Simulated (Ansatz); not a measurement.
LiH (rock salt, Fm-3m), plane-wave PAW r²SCAN (Ansatz code). The conduction-band minimum lies at X, with 3 equivalent valleys. Second derivatives d²E/dk² of the lowest band at one valley (eV·Å²), along Cartesian directions:

```
direction  d²E/dk²
---------  -------
[100]        58.86
[010]        7.772
[001]        7.772
[110]        33.33
[101]        33.33
[011]        7.772
```

Q: Find the principal effective masses, the density-of-states mass and the conductivity mass.

A: Off-diagonal terms follow from H_xy = H[110] − (H_xx + H_yy)/2, and m*/mₑ = 7.620 eV·Å² over each eigenvalue: 0.13, 0.98, 0.98. One valley's DOS mass (m₁m₂m₃)^(1/3) = 0.50, conductivity mass 3/(Σ 1/mᵢ) = 0.31 mₑ.

Q: What effective density of states Nc follows at 300 K for parabolic valleys?

A: Nc = 2.509e19 × 3 × (0.50)^(3/2) ≈ 2.7e19 cm⁻³.

Symmetry was held in the r²SCAN relaxation.

Potentials: the later of the program's two PAW sets.

Edges and masses are those of Kohn–Sham bands, whose gap is no quasiparticle gap.
